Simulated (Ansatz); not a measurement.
Ti3AlC, first-principles data

Ti$_{3}$AlC:
```cif
data_CAlTi3
_chemical_formula_sum 'Ti3 Al1 C1'
_space_group_name_H-M_alt 'Pm-3m'
_space_group_IT_number 221
_space_group_name_Hall '-P 4 2 3'
_cell_length_a 4.13998
_cell_length_b 4.13998
_cell_length_c 4.13998
_cell_angle_alpha 90.000
_cell_angle_beta 90.000
_cell_angle_gamma 90.000
loop_
_atom_site_label
_atom_site_type_symbol
_atom_site_symmetry_multiplicity
_atom_site_Wyckoff_symbol
_atom_site_fract_x
_atom_site_fract_y
_atom_site_fract_z
_atom_site_occupancy
Ti1 Ti 3 c 0.00000 0.50000 0.50000 1
Al1 Al 1 a 0.00000 0.00000 0.00000 1
C1 C 1 b 0.50000 0.50000 0.50000 1
```

Space group Pm-3m (No. 221), anti-perovskite; conventional cell a = 4.1400 Å, b = 4.1400 Å, c = 4.1400 Å, α = 90.00°, β = 90.00°, γ = 90.00°.

Method: plane-wave PAW PBEsol (Ansatz code). Geometry: relaxed at this level of theory. Other levels are named where they apply.

Cell and energy:

- Volume per atom = 14.19 Å³
- Density = 4.27 g/cm³
- Formation energy from the elements (no fitted shifts) = -0.63 eV/atom

Electronic structure:

- Electronic character: metallic (no gap)
- Density of states at the Fermi level: 0.55 states/eV per atom (mean over ±0.08 eV)

Mechanics:

- Bulk modulus (Birch–Murnaghan fit) = 1630 kbar
- Pressure derivative B′ = 4.0
- Elastic constants (relaxed ions, GPa) = C11 = 336, C12 = 77.0, C44 = 88.2
- Mechanical stability = stable (all eigenvalues of C positive)
- Hill bulk and shear moduli = 163 and 103 GPa
- Young's modulus = 255 GPa
- Poisson's ratio = 0.24
- Debye temperature from the elastic constants = 669 K

Phonons:

- Highest zone-centre frequency = 708 cm⁻¹
- Zone-centre stability = no imaginary mode at Γ

The workflow started from a Materials Project entry (that database holds measured and hypothetical structures alike); the Crystallography Open Database copy checked does not list it. Whether it is the stable phase at ambient conditions was not checked. Symmetry was held in the PBEsol relaxation. The run is not spin-polarised. As this level gives no gap, shear constants depend on the k-mesh and smearing (Fermi–Dirac, 0.1 eV here). As this level gives no gap, phonon frequencies hold no LO–TO term and depend on the k-mesh and smearing (Fermi–Dirac, 0.1 eV here). The references are the lowest solids computed at this level, not always the standard phases.

Potentials: the earlier of the program's two PAW sets. The files were generated under PBE; for other functionals the program regenerates the frozen cores, and for LDA and PBEsol the local potential too.
